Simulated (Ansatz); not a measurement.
Rb₂NaScCl₆:
```yaml
crystal:
  lattice:
    - [0.00000, 5.18522, 5.18522]
    - [5.18522, 0.00000, 5.18522]
    - [5.18522, 5.18522, 0.00000]
  atoms:
    - { symbol: Rb, position: [0.75000, 0.75000, 0.75000] }
    - { symbol: Rb, position: [0.25000, 0.25000, 0.25000] }
    - { symbol: Na, position: [0.50000, 0.50000, 0.50000] }
    - { symbol: Sc, position: [0.00000, 0.00000, 0.00000] }
    - { symbol: Cl, position: [0.76075, 0.23925, 0.23925] }
    - { symbol: Cl, position: [0.23925, 0.76075, 0.76075] }
    - { symbol: Cl, position: [0.23925, 0.76075, 0.23925] }
    - { symbol: Cl, position: [0.76075, 0.23925, 0.76075] }
    - { symbol: Cl, position: [0.23925, 0.23925, 0.76075] }
    - { symbol: Cl, position: [0.76075, 0.76075, 0.23925] }
```

r²SCAN in the plane-wave PAW code Ansatz gives a gap of 4.39 eV without spin–orbit coupling, maximum at Γ, minimum at Γ.

Problem. What happens when spin–orbit coupling is switched on?

Solution. The gap decreases by 0.03 eV, to 4.36 eV; maximum at Γ, minimum at Γ.

Problem. How large is the spin–orbit splitting of the valence top at Γ?

Solution. The fourfold level lies 0.06 eV above the split-off pair.

Problem. Give the electron effective mass with spin–orbit coupling, band 1 of 2 at the edge.

Solution. 5.4 along [100], 3.8 along [110], 3.2 along [111] (mₑ).

Problem. Give the electron effective mass with spin–orbit coupling, band 2 of 2 at the edge.

Solution. 1.8 along [100], 2.1 along [110], 2.4 along [111] (mₑ).

Problem. Give the hole effective mass with spin–orbit coupling, band 1 of 2 at the edge.

Solution. 3.2 along [100], 2.3 along [110], 2.0 along [111] (mₑ).

Problem. Give the hole effective mass with spin–orbit coupling, band 2 of 2 at the edge.

Solution. 1.1 along [100], 1.3 along [110], 1.4 along [111] (mₑ).

Space group Fm-3m. The workflow started from a Materials Project entry (that database holds measured and hypothetical structures alike); the Crystallography Open Database copy checked does not list it. Its standing as an ambient phase is unchecked. The r²SCAN relaxation kept the symmetry of its start; whether a distortion lowers the energy is not shown. No spin polarisation was allowed.

Potentials: the later of the program's two PAW sets.
